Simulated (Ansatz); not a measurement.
P (space group Cmce)

```
P
1.0
    1.65499    -5.08255     0.00000
    1.65499     5.08255     0.00000
    0.00000     0.00000     4.12372
P
4
Direct
  0.89349   0.10651   0.42917
  0.10651   0.89349   0.57083
  0.60651   0.39349   0.92917
  0.39349   0.60651   0.07083
```

The slice is a (001) plane (indices of the conventional cell) through the point (0.106, 0.893, 0.571) (fractional), spanned by u = [110] and v = [1 -1 0] in vectors of this cell: u (3.31 Å) and v (10.17 Å, at 90° to u). It covers one period; positions are fractions (u, v).

These are LDA (plane waves to 420 eV, PAW, scalar-relativistic; Ansatz, a quantum-chemistry and plane-wave program) values and carry that method's errors. k mesh 15×15×11. These are valence fields of a PAW run, semicore shells included where kept as valence: close to a nucleus they are smooth pseudo fields. P was relaxed with its symmetry unable to fall. The relaxed volume of P is well below the measured one.

**Question.** Predict the map of the electron localisation function (ELF) on the slice.

**Answer.** 
```
|xx2266552222556622|
|887755331111335577|
|887744110000114477|
|887744110000114477|
|887766220000226677|
|778877440000447788|
|999988440000448899|
|999988220000228899|
|887733000000003377|
|111100113333110011|
|000022668888662200|
|001166889999886611|
|113377771111777733|
|22447744xxxx447744|
|223366550000556633|
|111144668888664411|
|000022668888662200|
|000022668888662200|
|001144778888774411|
|001166888888886611|
|001177999999997711|
|000055999999995500|
|000011558888551100|
|332200001111000022|
|888844110000114488|
|999988440000448899|
|xx5588661111668855|
|xxxx776622226677xx|
```
Scale: ten equal steps from 0.04 (start of '0') to 0.96 (end of '9'), in the order '0123456789'. Values: electron localisation function (ELF). The map has 9 points along u (two characters each, u = 0 at the left) and 28 along v (v = 0 in the bottom row). Points within 0.4 Å of a nucleus are blanked (x), as the pseudised field means little there.
